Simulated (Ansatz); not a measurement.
Relaxed Sn (beta-Sn type, space group I4_1/amd):

```
CELL_PARAMETERS angstrom
     -2.91651     2.91651     1.57919
      2.91651    -2.91651     1.57919
      2.91651     2.91651    -1.57919
ATOMIC_POSITIONS crystal
  Sn 0.75000 0.25000 0.50000
  Sn 0.00000 0.00000 0.00000
```

Two-dimensional scan of atom 1 (Sn, nearest neighbour Sn at 3.022 Å; its periodic images, 3.2 Å or more away, move with it): u runs along (1.000, 0.000, 0.000), v along (0.000, 1.000, 0.000) (Cartesian). Cell and other atoms are fixed.

Calculation: PBEsol (plane waves to 420 eV, PAW, scalar-relativistic; Ansatz, an electronic-structure program). k mesh 13×13×13 (Γ-centred), Fermi-Dirac smearing 0.05 eV. E stands for the smeared free energy. With partly filled bands, energies and forces of such displacements shift with the k mesh and the smearing. Sn was relaxed with its symmetry unable to fall. The last digit holds for this mesh only.

Changes of ΔE (meV/cell) from the point u = 0.000 Å, v = 0.000 Å when one coordinate moves alone (two changes are said to add if the coupling is within 5 % of the smaller one, nearly so within 20 %):

```csv
point,change
"u = 0.000 Å, v = -0.760 Å",1995.6
"u = 0.000 Å, v = -0.380 Å",327.6
"u = -0.760 Å, v = 0.000 Å",1995.6
"u = -0.380 Å, v = 0.000 Å",327.6
"u = 0.380 Å, v = 0.000 Å",327.6
"u = 0.760 Å, v = 0.000 Å",1995.6
"u = 0.000 Å, v = 0.380 Å",327.6
"u = 0.000 Å, v = 0.760 Å",1995.6
```

Q: Do the two effects add at u = 0.760 Å, v = -0.760 Å? Give the computed change.

A: The sum of the single changes is 1995.6 + (1995.6) = 3991.2; the calculation gives 2438.1, so the coupling contributes -1553.1 (over 20 % of the smaller single change, not additive).

Q: What is the change at u = -0.380 Å, v = 0.760 Å, where both move, and how far is it from the sum?

A: The sum of the single changes is 327.6 + (1995.6) = 2323.2; the calculation gives 1963.4, so the coupling contributes -359.8 (over 20 % of the smaller single change, not additive).

(A displaced cell: forces are minus the slopes of the energy, force constants its curvatures, and phonons follow from these.)
